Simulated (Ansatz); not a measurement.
**Squeezing Sb (bcc type)**

```yaml
crystal:
  lattice:
    - [-1.86481, 1.86481, 1.86481]
    - [1.86481, -1.86481, 1.86481]
    - [1.86481, 1.86481, -1.86481]
  atoms:
    - { symbol: Sb, position: [0.00000, 0.00000, 0.00000] }
```

The cell comes from a relaxation on PAW files under the same functional, begun from a prototype that needn't be the stable phase.

Its volume is scaled at fixed shape and fractional positions.

Computed with Ansatz 0.2.0; functional PBEsol, scalar-relativistic. Settings: a Γ-centred 16×16×16 k mesh, Fermi–Dirac smearing of 0.05 eV, no spin polarisation. Methods: LAPW: all electrons, basis error target 1 meV/atom; PAW: frozen-core files, cutoff 420 eV; crystal datasets: all electrons, by PAW datasets that the program makes for each cell; norm-conserving: pseudopotentials, cutoff 1088 eV.

Energies are extrapolated to zero smearing and count from the unscaled cell; pressure is positive in compression; gaps take the mesh and a band path. No temperature or zero-point motion is included.

Spin–orbit coupling is left out, which matters for the heavy atoms. The PAW files were made under PBE. The structure type is held throughout; the real material can change phase at far lower pressure.

```json
{"V/V0": "1.00", "V (Å³/atom)": "25.94", "P LAPW (GPa)": "0.01", "ΔE LAPW (eV/atom)": "0.000", "P PAW − LAPW (GPa)": "-0.01", "ΔE PAW − LAPW (meV/atom)": "0.0"}
{"V/V0": "0.92", "V (Å³/atom)": "23.86", "P LAPW (GPa)": "6.87", "ΔE LAPW (eV/atom)": "0.041", "P PAW − LAPW (GPa)": "-0.02", "ΔE PAW − LAPW (meV/atom)": "-0.2"}
{"V/V0": "0.84", "V (Å³/atom)": "21.79", "P LAPW (GPa)": "17.86", "ΔE LAPW (eV/atom)": "0.195", "P PAW − LAPW (GPa)": "-0.02", "ΔE PAW − LAPW (meV/atom)": "-0.5"}
{"V/V0": "0.76", "V (Å³/atom)": "19.71", "P LAPW (GPa)": "35.5", "ΔE LAPW (eV/atom)": "0.532", "P PAW − LAPW (GPa)": "-0.02", "ΔE PAW − LAPW (meV/atom)": "-0.7"}
{"V/V0": "0.68", "V (Å³/atom)": "17.64", "P LAPW (GPa)": "?", "ΔE LAPW (eV/atom)": "?", "P PAW − LAPW (GPa)": "?", "ΔE PAW − LAPW (meV/atom)": "?"}
{"V/V0": "0.60", "V (Å³/atom)": "15.56", "P LAPW (GPa)": "113.1", "ΔE LAPW (eV/atom)": "2.281", "P PAW − LAPW (GPa)": "0.06", "ΔE PAW − LAPW (meV/atom)": "-0.3"}
{"V/V0": "0.52", "V (Å³/atom)": "13.49", "P LAPW (GPa)": "202.1", "ΔE LAPW (eV/atom)": "4.260", "P PAW − LAPW (GPa)": "0.08", "ΔE PAW − LAPW (meV/atom)": "0.3"}
{"V/V0": "0.45", "V (Å³/atom)": "11.67", "P LAPW (GPa)": "346.7", "ΔE LAPW (eV/atom)": "7.285", "P PAW − LAPW (GPa)": "0.18", "ΔE PAW − LAPW (meV/atom)": "1.3"}
```

**Question.** Fit the Vinet equation to the LAPW pressures shown (residuals weighted by 1/(|P| + 0.03·Pmax)), and predict the pressure of the withheld row.

**Answer.** The fit gives V0 = 25.97 Å³/atom, B0 = 63.9 GPa and B0′ = 5.26. At 17.64 Å³/atom, x = (V/V0)^(1/3) = 0.8790, and P = 3·B0·(1 − x)/x²·exp[1.5·(B0′ − 1)·(1 − x)] = 65.0 GPa. The run itself gave 64.1 GPa (+1.4 % off) and ΔE = 1.161 eV/atom.

**Question.** At the smallest volume, how far do crystal datasets and norm-conserving lie from LAPW in pressure?

**Answer.** crystal datasets: 0.00 GPa; norm-conserving: -2.33 GPa, on a LAPW pressure of 346.7 GPa.

**Question.** How do the Löwdin populations by LAPW change from the unscaled cell to the last row?

**Answer.** Sb 5s 1.87 → 1.55, Sb 5p 3.07 → 3.36 electrons an atom. These are projections on the shells that the free atoms fill; 0.06 e a cell lies outside them at the start and 0.14 e at the end.
